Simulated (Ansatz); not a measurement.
Question: Name crystals whose computed values (LDA (plane waves, PAW; program Ansatz)) fall in these windows: ε∞ 3.8 to 5.1; highest Γ mode, no LO–TO term (cm⁻¹) 650 to 870.

Answer: 

```tsv
crystal	ε∞	highest Γ mode, no LO–TO term (cm⁻¹)
LiNbO3, R-3 (Li on 6c, Nb on 6c, O on 18f)	4.58	784
As2O3, P2_1/c (Pearson symbol mP20)	4.47	828
LaScO3, Pnma (La on 4c, Sc on 4a, O on 4c, O on 8d)	5.09	682
HfO2, rutile	4.83	807
SnO2, rutile	4.54	755
```
Others may fit too.

Not the usual ambient phase: LiNbO3, R-3 (Li on 6c, Nb on 6c, O on 18f); HfO2, rutile. Relaxed far from the usual cell of the phase: As2O3, P2_1/c (Pearson symbol mP20). Weakly bound layers, chains or molecules computed without a dispersion correction, so cells and soft constants are ill determined: As2O3, P2_1/c (Pearson symbol mP20). All cells were relaxed under the symmetry of their starts (and spin orders); stability against distortions was not tested throughout. Rows with no word on spin ran without spin polarisation. Spin–orbit coupling is left out wherever it is not named.

Potentials: the later of the program's two PAW sets.
